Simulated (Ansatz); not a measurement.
Relaxed-ion elastic tensor of NaH (rock salt, Fm-3m) in GPa (Voigt order), the program Ansatz at the r²SCAN level (PAW); density 1.45 g/cm³, 13.78 Å³ per atom.

```
49.1  12.1  12.1   0.0   0.0   0.0
12.1  49.1  12.1   0.0   0.0   0.0
12.1  12.1  49.1   0.0   0.0   0.0
 0.0   0.0   0.0  24.0   0.0   0.0
 0.0   0.0   0.0   0.0  24.0   0.0
 0.0   0.0   0.0   0.0   0.0  24.0
```

Is the crystal mechanically stable?

Yes: the smallest eigenvalue of C is 24.0 GPa.

Work out the Voigt, Reuss and Hill averages.

K_V = 24.4, K_R = 24.4, K_H = 24.4; G_V = 21.8, G_R = 21.5, G_H = 21.6 GPa.

Give Young's modulus, Poisson's ratio, Pugh's ratio and the universal anisotropy index.

E = 9KG/(3K + G) = 50.1 GPa; ν = 0.16; K/G = 1.13 (brittle by the Pugh limit of 1.75); A_U = 5G_V/G_R + K_V/K_R − 6 = 0.08.

Estimate the sound speeds and the Debye temperature.

v_l = √((K + 4G/3)/ρ) = 6070 m/s, v_t = √(G/ρ) = 3870 m/s, mean 4250 m/s; Θ = (h/k)(3n/4πV)^(1/3) v_m = 528 K.

Give the Zener ratio and Young's modulus along [100], [110] and [111].

A = 2C44/(C11 − C12) = 1.30; 1/E = S11 − 2(S11 − S12 − S44/2)Γ with Γ = 0, 1/4, 1/3 gives 44.3, 51.4, 54.3 GPa.

Solve the Christoffel equation for the three sound speeds along [100], [110], [111].

Eigenvalues of C_ijkl n_j n_l equal ρv². In km/s, slowest first: [100] 4.08, 4.08, 5.83; [110] 3.58, 4.08, 6.15; [111] 3.75, 3.75, 6.25.

The r²SCAN relaxation kept the symmetry of its start; phonons on a q-mesh show no instability.

Potentials: the later of the program's two PAW sets.
